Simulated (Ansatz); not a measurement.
This Ga3BAs4 structure is the end of a relaxation. The cell was found from a structure generator's guess, not taken from experiment.

All numbers below come from DFT PBE, scalar-relativistic, plane waves, PAW in Ansatz 0.2.0. Cutoff 420 eV, Γ-centred mesh, Gaussian smearing, no spin polarisation.

```
Ga B As
1.0
    -2.75870    2.75870    5.47556
     2.75870   -2.75870    5.47556
     2.75870    2.75870   -5.47556
Ga B As
3 1 4
Direct
  0.00000 0.00000 0.00000
  0.25000 0.75000 0.50000
  0.75000 0.25000 0.50000
  0.50000 0.50000 0.00000
  0.60567 0.60567 0.44070
  0.16496 0.16496 0.55930
  0.83504 0.39433 0.00000
  0.39433 0.83504 0.00000
```

Energies over the elements count from the elements' standard structures at the same level, with no fitted energy shifts.

(1) Find its symmetry and describe it.

(2) What is its formation energy per atom?

(3) Is it a metal?

Results:

(1) I-42m (No. 121), with Ga and B ordered on zinc blende sites. Conventional cell: a = 5.517 Å, c = 10.951 Å. Around Ga on a site of symmetry -42m lie 4 As at 2.52 Å; Ga on a site of symmetry -4 is surrounded by 4 As at 2.46 Å; around B lie 4 As at 2.13 Å; As has 1 B at 2.13 Å and 3 Ga at 2.46–2.52 Å.

(2) −0.197 eV/atom. Whether it is stable depends on the other phases of the system, which aren't compared here.

(3) No, the gap on the 8×8×8 mesh is 0.66 eV.

The last run used an 8×8×8 mesh for its 8-atom cell and Gaussian smearing of 0.02 eV. Kohn–Sham gaps at this level usually fall short of measured ones. The reference form of As is held partly by dispersion forces, which this level lacks. Symmetry constrained the relaxation, so the result can be a saddle point.
